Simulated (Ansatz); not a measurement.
**Computed properties of Cd2C**

```xyz
3
Lattice="0.0000 2.9436 2.9436 2.9436 0.0000 2.9436 2.9436 2.9436 0.0000" Properties=species:S:1:pos:R:3 pbc="T T T"
C     0.0000    0.0000    0.0000
Cd    1.4718    1.4718    1.4718
Cd    4.4155    4.4155    4.4155
```

Atoms are numbered in the order listed.

The structure comes from a relaxation in the same program, started in the fluorite type, and has space group Fm-3m. Whether it is a known phase or the ground state wasn't checked.

The calculation used Ansatz 0.2.0, DFT, PBE, all-electron LAPW, scalar-relativistic.

Settings: a Γ-centred 10×10×10 k mesh, Fermi–Dirac smearing of 0.03 eV, basis error target 0.5 meV/atom, no spin polarisation.

```
Band gap                                                                                                               : none: bands cross the Fermi level, a metal
Density of states at the Fermi level (0.2 eV bin)                                                                      : 0.31 states/eV per cell
Löwdin charges (with 0.46 e of the cell spilling out of the atomic basis, so their sizes and signs hang on that basis) : C1 -1.74, Cd2 1.10 e
Volume per atom                                                                                                        : 17.00 Å³
Pressure at this cell                                                                                                  : 0.00 GPa
```
